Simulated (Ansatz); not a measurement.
**TaAl3: a fit and a missing row**

TaAl3, I4/mmm, a = 3.836 Å, c = 8.504 Å. The structure is a COD entry; whether it is the stable form wasn't checked. Ansatz: r2SCAN, PAW, 500 eV, Γ-centred 16×16×16 mesh on 4 atoms, Gaussian smearing 0.10 eV; no spin polarisation. Shape and atoms are relaxed at each volume; pressure is positive in compression.

| V (Å³/atom) | P (GPa) |
| --- | --- |
| 13.765 | 23.44 |
| 14.235 | 16.19 |
| 14.704 | 9.96 |
| 15.173 | 4.59 |
| 15.643 | -0.03 |
| 16.112 | ? |
| 16.581 | -7.42 |
| 17.207 | -11.25 |

Task: Take V0 = 15.643 Å³/atom, count pressures from its P0 = -0.03 GPa, fit the third-order Birch–Murnaghan form to the other rows, and predict the missing pressure.

Result: With the Eulerian strain f = ½[(V0/V)^(2/3) − 1] and y = (P − P0)/[3f(1 + 2f)^(5/2)], the form is the line y = B0 + 1.5 B0 (B0′ − 4) f. Rows (f, y): 0.04450, 142.1; 0.03245, 142.4; 0.02107, 142.5; 0.01027, 142.5; -0.01904, 142.6; -0.03078, 142.4. Means f = 0.009745, y = 142.42; Σ(Δf)² = 0.004323, ΣΔfΔy = -0.01500; the slope is their ratio. y = 142.5 − 3.470 f GPa, so B0 = 142.5 GPa and B0′ = 4 + 2 × (-3.470)/(3 × 142.5) = 3.98. At V = 16.112, f = -0.00975, y = 142.53 and P = -4.00 GPa. The run gave -4.00 GPa, the same to the digits shown.

Spin–orbit coupling is left out, which can shift energies with elements as heavy as these.